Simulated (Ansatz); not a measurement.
## Co (P6_3/mmc): electronic heat capacity from the density of states

Level of theory: Ansatz 0.2.0, DFT r2SCAN, scalar-relativistic, plane waves, PAW.

Plane waves to 500 eV, a k mesh through Γ of 18×18×10 on the computed 2-atom cell and Gaussian smearing (0.10 eV); collinear spin from starting moments 2.09 2.09 μB.

Relaxed cell: P6_3/mmc, a = 2.473 Å, b = 2.473 Å, c = 4.017 Å, α = 90.00°, β = 90.00°, γ = 120.00°, 2 atoms in the primitive cell.

The density of states at the Fermi level is 1.605 states/eV in the cell of 2 atoms (2 formula units; both spins, tetrahedra on a 27×27×15 mesh). The run ends with a moment of 3.52 μB a cell (largest on a site 1.90 μB), and the figure is for this state; a paramagnetic sample can have a quite different one. Another magnetic order, if the compound takes it, can change N(E_F) and the shape of the cell a good deal.

Task: What Sommerfeld coefficient does this give?

Result: Per formula unit N(E_F) = 0.802 states/eV. γ = (π²/3) k_B² N(E_F) N_A = 2.357 mJ/(mol K²) per state/eV, so γ = 1.9 mJ/(mol K²), a mole of formula units. This is the bare band result: a measured γ of the same phase and magnetic order is as a rule larger by a factor 1 + λ from phonons and spin fluctuations. N(E_F) at one energy is sensitive to the mesh where the density of states has sharp peaks.

The state reached may not be the lowest one.

Only this magnetic start was tried.

Cost: 1 run of about 0.94 core-minutes, on Arm Neoverse V2 (shared hosts).